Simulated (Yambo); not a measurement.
# SrCl2: lowest vertical excitons

```
SrCl2
1.0
    0.00000     3.45303     3.45303
    3.45303     0.00000     3.45303
    3.45303     3.45303     0.00000
Cl Sr
2 1
Direct
  0.75000   0.75000   0.75000
  0.25000   0.25000   0.25000
  0.00000   0.00000   0.00000
```

Cell and atoms were relaxed with PBEsol from Materials Project entry mp-23209, within its symmetry.

BSE in Yambo on PBEsol (Quantum ESPRESSO, PseudoDojo norm-conserving, 68 Ry, no spin-orbit coupling) bands: 8×8×8 mesh, 3 valence and 6 conduction bands, static screening with 42 bands and a 4 Ry block, scissor 2.74 eV, Tamm-Dancoff; field along x.

```
state  energy (eV)  states within 2 meV  relative strength   class    main transitions
-----  -----------  -------------------  -----------------  ------  ------------------
1             7.41                    2             < 0.01    dark      VB → CB (85 %)
2             7.50                    1             < 0.01    dark      VB → CB (87 %)
3             7.63                    3             < 0.01    dark  several band pairs
4             7.73                    3             < 0.01    dark  several band pairs
5             7.80                    5               1.00  strong  several band pairs
6             7.82                    1             < 0.01    dark      VB → CB (95 %)
7             7.94                    3             < 0.01    dark      VB → CB (94 %)
8             7.96                    3             < 0.01    dark      VB → CB (78 %)
```

These are vertical excitations (zero momentum); the indirect quasiparticle gap, about 7.70 eV, is smaller than the direct one (8.08 eV on the GW mesh). The direct quasiparticle gap on this mesh is 8.08 eV; counted from there, state 1 is bound by 0.67 eV. On a 6×6×6 mesh the same difference is 0.69 eV.

Spin singlets only. Strengths are relative to the strongest of the lowest states of this run; strong means a line over 3 % of the spectrum's maximum, dark under 0.03 %. Absolute energies carry the error of the G0W0 scissor, whose convergence isn't established.
